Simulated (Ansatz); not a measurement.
RbCl:
```cif
data_ClRb
_chemical_formula_sum 'Rb1 Cl1'
_space_group_name_H-M_alt 'P 1'
_space_group_IT_number 1
_cell_length_a 4.51006
_cell_length_b 4.51006
_cell_length_c 4.51006
_cell_angle_alpha 60.000
_cell_angle_beta 60.000
_cell_angle_gamma 60.000
loop_
_space_group_symop_operation_xyz
  'x, y, z'
loop_
_atom_site_label
_atom_site_type_symbol
_atom_site_fract_x
_atom_site_fract_y
_atom_site_fract_z
_atom_site_occupancy
Rb1 Rb 0.00000 0.00000 0.00000 1
Cl1 Cl 0.50000 0.50000 0.50000 1
```

Relaxed with LDA.

Decompose the optical modes at the zone centre into irreducible representations, and say which are infrared and Raman allowed.

Point group m-3m: Γ_opt = T1u. Infrared: T1u. Raman: none.

Assign frequencies (DFPT, the program Ansatz at the LDA level (PAW); without the LO–TO term).

T1u 132 cm⁻¹.

Space group Fm-3m (rock salt). Symmetry was held in the LDA relaxation; phonons on a q-mesh show no instability.

Potentials: the later of the program's two PAW sets.
